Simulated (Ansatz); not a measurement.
**Ge: energy along a strain**

Ge, P6_3/mmc, a = 4.004 Å, c = 13.145 Å. This isn't the element's structure at ambient conditions. Ansatz: PBEsol, PAW, 420 eV, Γ-centred 12×12×4 mesh on 8 atoms, Gaussian smearing 0.15 eV; no spin polarisation. Cell vectors (Å): 4.004 0.000 0.000; -2.002 3.468 0.000; 0.000 0.000 13.145. The cell is strained by x per cent times the pattern (1 -1 0 0 0 0) in the order xx yy zz yz xz xy (engineering shears), with fractional coordinates held. y is the free energy over the start, V0 = 22.815 Å³/atom.

```
x (%) y (meV/atom)
-6.00             ?
-4.50         38.33
-3.00         17.14
-1.50          4.31
 0.00          0.00
 1.50          4.35
 3.00         17.43
 4.50         39.36
 5.25         53.71
 6.00         70.35
```

Task: Fit y = c2 x² + c3 x³ to the other rows, get the stiffness along the pattern, and predict the missing energy.

Result: Least squares on the rows shown. y = 1.9190 x² + 0.0057557 x³. The clamped-ion stiffness p·C·p = 2 × 19.19 eV × 160.2 / 22.815 Å³ = 269 GPa. At x = -6.00 the fit asked for gives 67.84 meV/atom. The run gave 67.72 meV/atom, so the fit is 0.12 meV/atom too high, a small miss on the scale of the series.